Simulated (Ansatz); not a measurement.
Relaxed-ion elastic tensor of Fe (hcp (Mg type), space group No. 194) in GPa (Voigt order), the program Ansatz at the r²SCAN level (PAW); density 9.40 g/cm³, 9.86 Å³ per atom.

|  | 1 | 2 | 3 | 4 | 5 | 6 |
|---|---|---|---|---|---|---|
| 1 | 592 | 200 | 165 | 0.0 | 0.0 | 0.0 |
| 2 | 200 | 592 | 165 | 0.0 | 0.0 | 0.0 |
| 3 | 165 | 165 | 667 | 0.0 | 0.0 | 0.0 |
| 4 | 0.0 | 0.0 | 0.0 | 181 | 0.0 | 0.0 |
| 5 | 0.0 | 0.0 | 0.0 | 0.0 | 181 | 0.0 |
| 6 | 0.0 | 0.0 | 0.0 | 0.0 | 0.0 | 196 |

Question: Is the crystal mechanically stable?

Answer: Yes: the smallest eigenvalue of C is 181 GPa.

Question: Work out the Voigt, Reuss and Hill averages.

Answer: K_V = 323, K_R = 323, K_H = 323; G_V = 200, G_R = 197, G_H = 199 GPa.

Question: Give Young's modulus, Poisson's ratio, Pugh's ratio and the universal anisotropy index.

Answer: E = 9KG/(3K + G) = 494 GPa; ν = 0.25; K/G = 1.63 (brittle by the Pugh limit of 1.75); A_U = 5G_V/G_R + K_V/K_R − 6 = 0.06.

Question: Estimate the sound speeds and the Debye temperature.

Answer: v_l = √((K + 4G/3)/ρ) = 7910 m/s, v_t = √(G/ρ) = 4600 m/s, mean 5100 m/s; Θ = (h/k)(3n/4πV)^(1/3) v_m = 708 K.

Question: Solve the Christoffel equation for the three sound speeds along x, y, z.

Answer: Eigenvalues of C_ijkl n_j n_l equal ρv². In km/s, slowest first: x 4.39, 4.57, 7.93; y 4.39, 4.57, 7.93; z 4.39, 4.39, 8.42.

Question: How much does each axis shrink under pressure?

Answer: Linear compressibilities β_i = Σ_j S_ij (j = 1 to 3): x 1.1, y 1.1, z 0.97 per TPa.

Space group P6_3/mmc (hcp (Mg type)). This is a known high-pressure phase of the composition, computed here at zero pressure and temperature. The cell was relaxed with r²SCAN under the symmetry of its start; of distortions, only those at the zone centre were tested. No spin polarisation was allowed. As this level gives no gap, shear constants depend on the k-mesh and smearing (Fermi–Dirac, 0.1 eV here). On the denser mesh and wider smearing of the elastic run this cell carries a stress of 0.7 GPa.

Potentials: the later of the program's two PAW sets.
